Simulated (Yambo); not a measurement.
```xyz
4
Lattice="3.8847 0.0000 -0.0533 0.0000 3.8808 0.0000 -0.6189 0.0000 5.4334" Properties=species:S:1:pos:R:3 pbc="T T T"
Cl     2.5926     2.9106     1.3965
Cl     0.6732     0.9702     3.9836
Ag     0.6026     0.9702     1.1796
Ag     2.6631     2.9106     4.2005
```

AgCl (space group P2_1/m, No. 11) under isotropic strain of +1 % on all lattice vectors: mean Im ε in 1 eV windows above the direct gap of 3.88 eV, for different electron-hole kernels (Yambo, broadening 0.15 eV, PBEsol (pw.x of Quantum ESPRESSO, ONCV potentials, no spin-orbit coupling) bands; 4×4×4 mesh, 16 valence and 5 conduction bands, static screening with 58 bands and a 4 Ry block, scissor 1.59 eV, Tamm-Dancoff; field along x).

| window (eV) | independent quasiparticles | BSE |
|---|---|---|
| 3.9 to 4.9 | 1.9 | 6.3 |
| 4.9 to 5.9 | 4.8 | 6.6 |
| 5.9 to 6.9 | 6.8 | 5.2 |
| 6.9 to 7.9 | 4.3 | 3.6 |

This run doesn't resolve bound excitons or single peaks, so only averages are given, and they too depend on the mesh; weight that the attraction moves below the gap isn't listed. All transitions below 8.79 eV are in the band window. The scissor comes from a G0W0 run whose convergence isn't established.

Spin-orbit splittings are left out.

Geometry strained from the cell relaxed with PBEsol, atoms relaxed again.

This is not the ordinary phase of the substance; no match was found in the copy of COD used, and its stability was not checked.
